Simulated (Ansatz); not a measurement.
TePb:
```
TePb
1.0
    0.00000     3.26726     3.26726
    3.26726     0.00000     3.26726
    3.26726     3.26726     0.00000
Te Pb
1 1
Direct
  0.00000   0.00000   0.00000
  0.50000   0.50000   0.50000
```

Relaxed with r²SCAN. Independent-particle spectrum: no excitons, no local fields, no scissors shift; 0.1 eV broadening; ε₁ of the summed bands alone.

Task: Tabulate the dielectric function from DFT-r²SCAN in the program Ansatz with PAW potentials.

Result: 

| E (eV) | ε₁ xx | ε₂ xx |
|---|---|---|
| 0.0 | 22.05 | 0.00 |
| 0.4 | 22.70 | 0.00 |
| 0.8 | 25.03 | 0.00 |
| 1.2 | 31.08 | 0.37 |
| 1.6 | 46.59 | 8.63 |
| 2.0 | 55.51 | 54.19 |
| 2.4 | -17.82 | 59.48 |
| 2.8 | -22.20 | 25.63 |
| 3.2 | -16.33 | 12.80 |
| 3.6 | -11.68 | 7.33 |
| 4.0 | -8.33 | 4.56 |
| 4.4 | -5.84 | 3.06 |
| 4.8 | -4.00 | 2.23 |
| 5.2 | -2.32 | 1.72 |
| 5.6 | -0.64 | 1.80 |
| 6.0 | 0.04 | 2.45 |
| 6.4 | 1.24 | 3.79 |
| 6.8 | 0.77 | 3.73 |
| 7.2 | -1.34 | 5.41 |
| 7.6 | -2.15 | 3.99 |
| 8.0 | -2.30 | 2.81 |
| 8.4 | -1.85 | 2.10 |
| 8.8 | -1.38 | 1.80 |
| 9.2 | -1.10 | 1.71 |
| 9.6 | -0.80 | 1.71 |
| 10.0 | -0.79 | 2.15 |
| 10.4 | -1.23 | 1.57 |
| 10.8 | -1.10 | 1.29 |
| 11.2 | -0.95 | 1.08 |
| 11.6 | -0.82 | 0.93 |
| 12.0 | -0.68 | 0.78 |

Task: From ε at 3.0 eV (xx: -19.23 + 17.70i), find n, k, the normal reflectivity and the absorption coefficient.

Result: n = 1.86, k = 4.763, R = 76 %, α = 2kE/ħc = 1400000 cm⁻¹.

With all bands, ε∞ without local fields is 22.2.

Space group Fm-3m (rock salt). Symmetry was held in the r²SCAN relaxation; of distortions, only those at the zone centre were tested. Spin–orbit coupling is left out wherever it is not named.

Potentials: the later of the program's two PAW sets.
